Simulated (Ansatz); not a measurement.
Polymorphs of GaSb, each relaxed with r²SCAN in the plane-wave PAW code Ansatz:

A: NiAs type (P6_3/mmc), a = b = 3.9657 Å, c = 7.0007 Å, α = β = 90.00°, γ = 120.00°

B: rock salt (Fm-3m), a = b = c = 5.7401 Å, α = β = γ = 90.00°

C: P6_3mc, a = 4.3289 Å, b = 4.3289 Å, c = 14.2017 Å, α = 90.00°, β = 90.00°, γ = 120.00°

D: zinc blende (F-43m), a = 6.1326 Å, b = 6.1326 Å, c = 6.1326 Å, α = 90.00°, β = 90.00°, γ = 90.00°

E: P6_422, a = b = 4.3645 Å, c = 9.5133 Å, α = β = 90.00°, γ = 120.00°

Problem. Order them by energy per atom at 0 K (lowest first) at the level r²SCAN.

Solution. D (+0 meV/atom), C (+6 meV/atom), E (+168 meV/atom), B (+294 meV/atom), A (+323 meV/atom)

Problem. Give each one's gap.

Solution. A no gap; B no gap; C 0.42 eV; D 0.42 eV; E no gap.

Typed or built starts, not in the databases checked: A; B; E. Not the usual ambient phase: A; B; C; E. All cells were relaxed under the symmetry of their starts (and spin orders); stability against distortions was not tested throughout. Scalar-relativistic: spin–orbit coupling is off unless named, which matters more the heavier the elements.

Energies hold the estimated change up to a 700 eV cutoff; steps of a few meV lie near the error of the meshes.

Potentials: the earlier of the program's two PAW sets.
